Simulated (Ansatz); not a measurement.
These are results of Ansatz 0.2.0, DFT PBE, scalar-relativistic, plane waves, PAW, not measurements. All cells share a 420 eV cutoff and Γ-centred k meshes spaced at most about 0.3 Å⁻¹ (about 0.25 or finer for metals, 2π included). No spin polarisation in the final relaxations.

Temperature and zero-point effects are left out.

Two relaxed structures of CaSi3N2:

A.

```yaml
crystal:
  lattice:
    - [5.31520, 0.00000, 0.00000]
    - [-2.65760, 4.60310, 0.00000]
    - [0.00000, 0.00000, 5.37046]
  atoms:
    - { symbol: Ca, position: [0.00000, 0.00000, 0.00000] }
    - { symbol: Si, position: [0.00000, 0.00000, 0.50000] }
    - { symbol: Si, position: [0.33333, 0.66667, 0.00000] }
    - { symbol: Si, position: [0.33333, 0.66667, 0.50000] }
    - { symbol: N, position: [0.66667, 0.33333, 0.10445] }
    - { symbol: N, position: [0.66667, 0.33333, 0.89555] }
```

B.

```yaml
crystal:
  lattice:
    - [5.06695, 0.00000, 0.00000]
    - [-2.53348, 4.38811, 0.00000]
    - [0.00000, 0.00000, 3.39132]
  atoms:
    - { symbol: Ca, position: [0.00000, 0.00000, 0.00000] }
    - { symbol: Si, position: [0.50000, 0.00000, 0.50000] }
    - { symbol: Si, position: [0.50000, 0.50000, 0.50000] }
    - { symbol: Si, position: [0.00000, 0.50000, 0.50000] }
    - { symbol: N, position: [0.33333, 0.66667, 0.00000] }
    - { symbol: N, position: [0.66667, 0.33333, 0.00000] }
```

Question: Which form is favoured at zero pressure, and by what margin per atom?

Answer: B is lower, by 0.37 eV/atom. A has space group P-6m2 (No. 187), 21.9 Å³/atom and no gap on its mesh; B has space group P6/mmm (No. 191), 12.6 Å³/atom and no gap. The shortest distance is 1.12 Å (N–N) in A and 2.24 Å (Si–N) in B. A holds N–N pairs as short as in free N₂ molecules (shortest 1.12 Å); B holds Si–Si nets (shortest 2.53 Å). The denser one is the lower, and pressure would at first widen the difference. Even the lower one lies +0.41 eV/atom against the reference forms of the elements (uncorrected), so neither is stable at this level. In A, around Ca lie 2 Si at 2.69 Å, 3 Si at 3.07 Å and 6 N at 3.12 Å; Si on its first site has 2 Ca at 2.69 Å and 3 Si at 3.07 Å; N is surrounded by 1 N at 1.12 Å, 3 Ca at 3.12 Å and 3 Si at 3.12 Å; 2 more sites not described. In B, Ca has 6 N at 2.93 Å and 12 Si at 3.05 Å; Si has 4 N at 2.24 Å, 4 Si at 2.53 Å and 4 Ca at 3.05 Å; around N lie 6 Si at 2.24 Å, 3 Ca at 2.93 Å and 3 N at 2.93 Å. Both come from invented guesses. A third cell relaxed alike, in P-3m1, lies 0.64 eV/atom below the lower of the two.

Cells relaxed within their symmetry can be saddle points.
